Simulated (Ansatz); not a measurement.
W (hcp (Mg type), P6_3/mmc) at seven volumes, LDA in the plane-wave PAW code Ansatz, shape and atoms relaxed at each. One row is withheld.

```
V (Å³/atom)  P (GPa)
-----------  -------
14.312         34.95
14.784         21.47
15.256             ?
15.728          0.00
16.200         -8.42
16.672        -15.62
17.144        -21.76
```

Fit the shown pressures and predict the withheld one.

Third-order Birch–Murnaghan: P = (3/2)B₀(x^(7/2) − x^(5/2))[1 + (3/4)(B′ − 4)(x − 1)] with x = (V₀/V)^(2/3). Least squares on the six rows gives V₀ = 15.729 Å³/atom, B₀ = 303.2 GPa, B′ = 4.23. At V = 15.256, x = 1.0206 and P = 9.88 GPa. The run itself gave 9.88 GPa.

The workflow started from a Materials Project entry (that database holds measured and hypothetical structures alike); the Crystallography Open Database copy checked does not list it. It is not the phase usual at ambient conditions (space group No. 229). The cell was relaxed with LDA under the symmetry of its start; its stability against distortions is not shown here. The run is not spin-polarised. Scalar-relativistic: spin–orbit coupling is off unless named, which matters more the heavier the elements.

Potentials: the later of the program's two PAW sets.
